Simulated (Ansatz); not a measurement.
**Equation of state of cobalt, diamond**

The calculation used Ansatz 0.2.0, DFT, BLYP, plane waves (420 eV) with PAW, scalar-relativistic. (PAW data from PBE, frozen cores regenerated.)

The cell is scaled uniformly from the relaxed one, with fractional coordinates and shape fixed. Energies are extrapolated to zero smearing, pressures are those at the given smearing. Magnetic state: spin not included. It is not the lowest magnetic state of this structure.

| V (Å³/atom) | E − E₀ (meV/atom) | P (GPa) |
| --- | --- | --- |
| 13.774 | 95.0 | 19.58 |
| 14.400 | 37.1 | 11.51 |
| 15.026 | 7.4 | 5.09 |
| 15.652 | 0.1 | -0.02 |
| 16.278 | 10.7 | -4.08 |
| 16.904 | 35.4 | -7.29 |
| 17.530 | 71.3 | -9.84 |

(1) Fit a third-order Birch-Murnaghan equation.

## Answers

(1) V₀ = 15.57 Å³/atom, B₀ = 116 GPa, B₀′ = 4.7.
